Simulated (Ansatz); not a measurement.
A generated cell, not matched to a known phase here, of BO: F-43m (No. 216), cF8, zinc blende type; a = 3.921 Å, b = 3.921 Å, c = 3.921 Å, α = 90.00°, β = 90.00°, γ = 90.00°; O 4c (0.250, 0.250, 0.250); B 4a (0.000, 0.000, 0.000). Level of theory: r2SCAN (plane waves to 500 eV, PAW, scalar-relativistic; Ansatz, a program for electronic structure). Element references, the lowest calculated here: B (R-3m), O (C2/m, ferromagnetic, forced by one molecule a cell; α-O2 is antiferromagnetic); gases are represented by their molecular solids.

Task: Estimate the formation energy of this F-43m form of BO from the elements that r2SCAN returns for this input.

Result: 0.32 eV/atom.

A lower structure of this composition may exist.

Static energies, no anion corrections, no zero-point energy. Values are rounded to 0.01 eV/atom. Not shown to be the ambient phase of their composition (a lower form may be missing, and a cell relaxed within its start's symmetry can be a saddle point): BO (F-43m). The compounds carry no spin polarisation. The relaxed primitive cell holds an odd number of electrons. A magnetic state may lie lower.
